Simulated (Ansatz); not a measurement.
ZnSnP2:
```cif
data_P2SnZn
_chemical_formula_sum 'Zn1 Sn1 P2'
_space_group_name_H-M_alt 'P 1'
_space_group_IT_number 1
_cell_length_a 4.00351
_cell_length_b 4.00351
_cell_length_c 5.63369
_cell_angle_alpha 90.000
_cell_angle_beta 90.000
_cell_angle_gamma 90.000
loop_
_space_group_symop_operation_xyz
  'x, y, z'
loop_
_atom_site_label
_atom_site_type_symbol
_atom_site_fract_x
_atom_site_fract_y
_atom_site_fract_z
_atom_site_occupancy
Zn1 Zn 0.00000 0.00000 0.00000 1
Sn1 Sn 0.50000 0.50000 0.50000 1
P1 P 0.00000 0.50000 0.22693 1
P2 P 0.50000 0.00000 0.77307 1
```

Relaxed with r²SCAN.

Problem. Which orbitals make up the states near the band edges in the program Ansatz at the r²SCAN level (PAW)?

Solution. Top 1 eV of the valence band: P 3p 85 %. Bottom 1 eV of the conduction band: P 3p 36 %, Sn 5s 24 %, Sn 5p 19 %, P 3s 11 %, outside the projected shells 9 %. Projections are on Löwdin-orthogonalised atomic valence shells; empty p or d shells of many metals are not among them.

Problem. Tabulate the density of states.

Solution. States/eV per cell of 4 atoms, in 0.25 eV bins, energy from the valence-band maximum.

| E (eV) | total | P 3p | Zn 3d | Sn 5p |
|---|---|---|---|---|
| -7.85 | 0.51 | 0.17 | 0.08 | 0.00 |
| -7.60 | 1.43 | 0.42 | 0.38 | 0.03 |
| -7.35 | 5.90 | 1.20 | 3.21 | 0.10 |
| -7.10 | 6.81 | 0.34 | 6.41 | 0.02 |
| -6.85 | 22.88 | 0.82 | 21.56 | 0.14 |
| -6.60 | 3.88 | 0.14 | 3.41 | 0.09 |
| -6.35 | 3.12 | 0.53 | 1.68 | 0.17 |
| -6.10 | 1.77 | 0.38 | 0.74 | 0.11 |
| -5.85 | 0.67 | 0.17 | 0.22 | 0.05 |
| -5.60 | 0.60 | 0.25 | 0.09 | 0.06 |
| -5.35 | 0.76 | 0.37 | 0.07 | 0.09 |
| -5.10 | 1.60 | 0.88 | 0.09 | 0.14 |
| -4.85 | 1.18 | 0.64 | 0.08 | 0.12 |
| -4.60 | 1.07 | 0.59 | 0.07 | 0.11 |
| -4.35 | 0.88 | 0.48 | 0.05 | 0.11 |
| -4.10 | 1.57 | 0.91 | 0.08 | 0.39 |
| -3.85 | 1.82 | 1.11 | 0.06 | 0.50 |
| -3.60 | 2.45 | 1.57 | 0.06 | 0.56 |
| -3.35 | 1.84 | 1.20 | 0.05 | 0.36 |
| -3.10 | 2.64 | 1.78 | 0.08 | 0.50 |
| -2.85 | 2.98 | 2.00 | 0.09 | 0.59 |
| -2.60 | 2.70 | 1.83 | 0.08 | 0.54 |
| -2.35 | 2.86 | 1.98 | 0.08 | 0.56 |
| -2.10 | 2.84 | 2.10 | 0.08 | 0.43 |
| -1.85 | 2.35 | 1.83 | 0.07 | 0.25 |
| -1.60 | 1.94 | 1.58 | 0.07 | 0.12 |
| -1.35 | 2.28 | 1.88 | 0.09 | 0.12 |
| -1.10 | 2.47 | 2.06 | 0.10 | 0.12 |
| -0.85 | 2.26 | 1.92 | 0.09 | 0.09 |
| -0.60 | 1.09 | 0.92 | 0.04 | 0.06 |
| -0.35 | 0.59 | 0.50 | 0.02 | 0.03 |
| -0.10 | 0.15 | 0.13 | 0.01 | 0.01 |
| 0.15 | 0.00 | 0.00 | 0.00 | 0.00 |
| 0.40 | 0.00 | 0.00 | 0.00 | 0.00 |
| 0.65 | 0.00 | 0.00 | 0.00 | 0.00 |
| 0.90 | 0.00 | 0.00 | 0.00 | 0.00 |
| 1.15 | 0.07 | 0.02 | 0.00 | 0.01 |
| 1.40 | 0.34 | 0.13 | 0.00 | 0.05 |
| 1.65 | 0.86 | 0.31 | 0.01 | 0.17 |
| 1.90 | 1.60 | 0.55 | 0.01 | 0.38 |
| 2.15 | 2.16 | 0.77 | 0.01 | 0.51 |
| 2.40 | 2.45 | 0.93 | 0.01 | 0.53 |
| 2.65 | 1.93 | 0.74 | 0.01 | 0.37 |
| 2.90 | 1.28 | 0.34 | 0.00 | 0.36 |
| 3.15 | 2.28 | 0.55 | 0.01 | 0.68 |
| 3.40 | 3.19 | 0.76 | 0.01 | 1.02 |
| 3.65 | 1.80 | 0.44 | 0.00 | 0.57 |
| 3.90 | 2.75 | 0.66 | 0.01 | 0.95 |
| 4.15 | 3.41 | 0.80 | 0.01 | 1.22 |
| 4.40 | 2.10 | 0.48 | 0.00 | 0.71 |
| 4.65 | 2.90 | 0.64 | 0.01 | 0.88 |
| 4.90 | 2.81 | 0.59 | 0.01 | 0.75 |
| 5.15 | 3.04 | 0.63 | 0.01 | 0.68 |
| 5.40 | 2.42 | 0.46 | 0.01 | 0.45 |
| 5.65 | 1.78 | 0.30 | 0.00 | 0.30 |

Space group P-4m2. The first step of the workflow began from a Materials Project structure, measured or hypothetical; the Crystallography Open Database copy checked does not list it. Its standing as an ambient phase is unchecked. The r²SCAN relaxation kept the symmetry of its start; its stability against distortions is not shown here. Scalar-relativistic: spin–orbit coupling is off unless named, which matters more the heavier the elements.

Potentials: the later of the program's two PAW sets.
